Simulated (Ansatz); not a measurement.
Input:

KBr (rock salt, Fm-3m), a = b = c = 6.6088 Å, α = β = γ = 90.00°; the cell used has 2 atoms.

This is the r²SCAN-relaxed structure.

Q: All from r²SCAN (plane waves, PAW; program Ansatz), unless another level is named. Estimate the hole effective mass, band 2 of 3 at the edge.

A: 3.8 along [100], 2.7 along [110], 3.0 along [111] (mₑ).

Q: Next, the band gap?

A: 5.07 eV (direct).

Q: And the electron effective mass?

A: 0.39 mₑ (isotropic).

The cell was relaxed with r²SCAN under the symmetry of its start; phonons on a q-mesh show no instability. Spin–orbit coupling is left out wherever it is not named.

Potentials: the later of the program's two PAW sets.
